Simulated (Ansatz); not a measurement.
Level of theory: Ansatz 0.2.0, DFT PBE, scalar-relativistic, plane waves, PAW. All cells share a 420 eV cutoff and Γ-centred k meshes spaced at most about 0.3 Å⁻¹ (about 0.25 or finer for metals, 2π included). Collinear spin in cells that started with moments and kept them past the coarse steps, no spin elsewhere.

Each of these unrelaxed guesses is relaxed in cell and atoms within its symmetry. A guess keeps its type if space group and coordination stay and the shape of the cell changes little (axis ratios within about 15 %, angles within 6°); the volume may change.

1. Sc2TaF3 (collinear spin from parallel moments)

```
Sc Ta F
1.0
     4.12538    0.00000    0.00000
    -2.06269    3.57269    0.00000
     0.00000    0.00000    6.68062
Sc Ta F
2 1 3
Direct
  0.66667 0.33333 0.50000
  0.33333 0.66667 0.50000
  0.33333 0.66667 0.00000
  0.11432 0.88568 0.50000
  0.11432 0.22864 0.50000
  0.77136 0.88568 0.50000
```

2. Sc2AlP3

```
Sc Al P
1.0
     4.97388    0.00000    0.00000
     0.00000    4.97388    0.00000
     0.00000    0.00000    5.07495
Sc Al P
2 1 3
Direct
  0.50000 0.00000 0.26901
  0.00000 0.50000 0.26901
  0.00000 0.00000 0.10672
  0.50000 0.00000 0.71971
  0.00000 0.50000 0.71971
  0.00000 0.00000 0.70375
```

3. ScF5 (collinear spin from parallel moments)

```
Sc F
1.0
     0.00000    3.39710    3.39710
     3.39710    0.00000    3.39710
     3.39710    3.39710    0.00000
Sc F
1 5
Cartesian
  3.3971 3.3971 3.3971
  5.9518 4.2395 4.2395
  5.9518 5.9518 5.9518
  1.6986 1.6986 1.6986
  4.2395 4.2395 5.9518
  4.2395 5.9518 4.2395
```

4. SrAlO

```
Sr Al O
1.0
     3.72390    0.00000    0.00000
     0.00000    3.72390    0.00000
     0.00000    0.00000    6.73305
Sr Al O
2 2 2
Direct
  0.50000 0.00000 0.62849
  0.00000 0.50000 0.37151
  0.50000 0.00000 0.18540
  0.00000 0.50000 0.81461
  0.50000 0.50000 0.00000
  0.00000 0.00000 0.00000
```

Question: Which guesses survive the relaxation?

Answer: Guess 3 keeps its type.

| guess | kept | start group | end group | V start (Å³/atom) | V end | b/a and c/a, end over start | nearest neighbours start | nearest neighbours end |
| --- | --- | --- | --- | --- | --- | --- | --- | --- |
| 1 | no | P-6m2 | P-6m2 | 16.4 | 27.4 | 1.00, 0.61 | F 3, Sc 3/9, Ta 8 | F 1, Sc 3/6, Ta 2 |
| 2 | no | P4mm | P4mm | 20.9 | 22.5 | 1.00, 0.99 | Al 1, P 1/3, Sc 3 | Al 6, P 4/6, Sc 4 |
| 3 | yes | F-43m | F-43m | 13.1 | 9.9 | 1.00, 1.00 | F 6/16, Sc 16 | F 6/16, Sc 16 |
| 4 | no | P4/nmm | P4/nmm | 15.6 | 22.2 | 1.00, 1.59 | Al 4, O 4, Sr 13 | Al 4, O 4, Sr 12 |

Neighbours count within 15 % of an atom's shortest distance; end groups are read at 0.02 Å (0.05 Å in metals).

Spin–orbit coupling, which can matter for Ta, is left out. A magnetic state wasn't ruled out in cells without spin, among them Sc2AlP3 P4mm. The magnetic state reached may not be the lowest. Cells relaxed within their symmetry can be saddle points.

In counts of neighbours, a slash parts the counts of unlike sites.
